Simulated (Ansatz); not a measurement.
**Be: from a starting cell to a relaxed one**

The start is a generated trial cell of Be in the fcc structure type. The structure is fully relaxed (lattice and positions, P = 0) with PBEsol (plane waves to 420 eV, PAW, scalar-relativistic; Ansatz, a first-principles code). The first steps use a coarse 17×17×17 k-mesh.

Input geometry:
```
Be
1.0
    0.00000     1.59716     1.59716
    1.59716     0.00000     1.59716
    1.59716     1.59716     0.00000
Be
1
Cartesian
  0.00000   0.00000   0.00000
```

Problem. What pressure does the first self-consistent step give?

Solution. -5.1 GPa (negative: the cell is under tension).

Problem. How much energy is released per atom?

Solution. 0.01 eV/atom.

Problem. How does the volume per atom move from start to end?

Solution. -4.3 %, from 8.15 to 7.80 Å³/atom.

Problem. Is the relaxed structure metallic? Give its gap.

Solution. Zero (metallic).

Problem. Give the final cell and atomic positions.

Solution. 
Space group Fm-3m (No. 225); a = 3.1476 Å, b = 3.1476 Å, c = 3.1476 Å, α = 90.00°, β = 90.00°, γ = 90.00°

```json
[
 {"atom": "Be", "site": "4a", "symmetry": "m-3m", "x": "0.0000", "y": "0.0000", "z": "0.0000"}
]
```
(The calculation used a cell of 1 atom; values per cell refer to that cell.)

The space group stays Fm-3m (No. 225) (the run could not lower it); the end is fcc (Cu type), with 1 atom in the primitive cell. Final values are on a 25×25×25 k-mesh of the relaxed cell. No spin polarisation in the result.

The run could not lose the symmetry of its start; a randomly shaken copy of 2 atoms returns to this structure.

The relaxed structure here is a generated cell of Be: the first start was made by placing the elements on the sites of a structure type, and the end was not matched to a known phase here, so it may be hypothetical. Known forms of Be include space group No. 194.
